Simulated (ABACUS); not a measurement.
Input and output of a self-consistent single point for Ta₂O₅ (P1, 7 atoms in the cell; from Materials Project mp-1218141, changed as shown) (ABACUS).

Level of theory: LDA (PW92), PseudoDojo 0.4 standard norm-conserving LDA (tails mended) pseudopotentials (plane waves; ABACUS 3.10.1).

The change in words: lattice vector a scaled by 0.99. Reference geometry (P1):
```yaml
crystal:
  lattice:
    - [3.40078, 0.00000, 0.00000]
    - [-0.00806, 3.86025, 0.00000]
    - [-0.69986, -0.10828, 8.18171]
  atoms:
    - { symbol: Ta, position: [0.90726, 0.00856, 0.98015] }
    - { symbol: Ta, position: [0.51129, 0.99623, 0.53826] }
    - { symbol: O, position: [0.99212, 0.50661, 0.95813] }
    - { symbol: O, position: [0.49368, 0.49348, 0.54791] }
    - { symbol: O, position: [0.47247, 0.00858, 0.10143] }
    - { symbol: O, position: [0.98289, 0.98619, 0.43012] }
    - { symbol: O, position: [0.58029, 0.00034, 0.77399] }
```

Reference input (self-consistent single point, DFT, LDA (PW92), plane waves, PseudoDojo 0.4 standard norm-conserving LDA (tails mended) pseudopotentials): KPT = Gamma 3 3 2 0 0 0; basis_type = pw; dft_functional = PWLDA; ecutwfc = 84 Ry; smearing_method = fixed; potentials = PseudoDojo 0.4 standard norm-conserving LDA (tails mended); symmetry = 1; symmetry_prec = 1e-05; ks_solver = cg; scf_nmax = 100; scf_thr = 1.0e-09 Ry; mixing_type = broyden. This run's input differs from it in these lines:

```diff
@@ -27,3 +27,3 @@
 LATTICE_VECTORS
-   3.4007800000    0.0000000000    0.0000000000
+   3.3667720000    0.0000000000    0.0000000000
   -0.0080580000    3.8602520000    0.0000000000
```

Output (repeated stretches shortened):

```
 SELF-CONSISTENT
 -------------------------------------------
                                 init_chg = atomic

 PW ALGORITHM --------------- ION=   1  ELEC=   1--------------------------------

 Density error is 3.04194816734
                          Error Threshold = 0.01
 E_KohnSham     -424.7279283404      -5778.7199251657
 E_Fermi        0.1628309662         2.2154289506

 PW ALGORITHM --------------- ION=   1  ELEC=   2--------------------------------

 Density error is 11.4358687373
                          Error Threshold = 0.00543205029882
 E_KohnSham     -424.0272645886      -5769.1869057581
   [... lines left out ...]

 Density error is 7.86312326922e-08
                          Error Threshold = 7.55129113936e-11
 E_KohnSham     -426.3349424430      -5800.5844737265
 E_Fermi        0.3824248041         5.2031563917

 PW ALGORITHM --------------- ION=   1  ELEC=  15--------------------------------

 Density error is 3.86858388794e-10
                          Error Threshold = 7.55129113936e-11
 E_KohnSham     -426.3349424568      -5800.5844739143
 E_KS(sigma->0) -426.3349424568      -5800.5844739143
 E_entropy(-TS) 0.0000000000         0.0000000000
 E_Fermi        0.3824000433         5.2028195044
 charge density convergence is achieved
 final etot is -5800.5844739 eV
 EFERMI = 5.2028195044 eV

 STATE ENERGY(eV) AND OCCUPATIONS    NSPIN == 1
   [... 35 lines left out ...]

 TOTAL-FORCE (eV/Angstrom)
                       Ta1        -0.1710158360        -0.0305103094        -0.2314044349
                       Ta2         0.1610245478        -0.0034175127         0.6636362347
                        O1        -0.2299529392        -0.0346434274         0.1784559476
                        O2        -0.1046186051        -0.0484195888         0.0233934368
                        O3        -0.0216408519         0.0545246852        -0.6629742269
                        O4        -0.0001498415         0.0630288888         0.3479427578
                        O5         0.3663535257        -0.0005627357        -0.3190497150

 TOTAL-STRESS (KBAR)
       -83.3454164596         0.7348832491        -6.2784822240
         0.7348832491      -130.8852229937        -0.4580034762
        -6.2784822240        -0.4580034762       -81.0365005123
 TOTAL-PRESSURE: -98.422380 KBAR

 --------------------------------------------
 !FINAL_ETOT_IS -5800.5844739143431070 eV
 --------------------------------------------
```

The run converged in 15 iterations. Against the reference run the free energy falls by 9.8 meV/atom, the pressure goes from -11.58 to -9.84 GPa and the largest force goes from 0.946 to 0.683 eV/Å.

Spin-orbit coupling is left out, which matters for bands and gaps with elements this heavy. The structure comes from a collection of computed structures, made at another level of theory; the collection holds predicted forms beside known ones.

Cost on one core: about 4 core-minutes (a rough figure).

“Tails mended”: in these copies of the files the far tail of each local potential was reset to the Coulomb form.
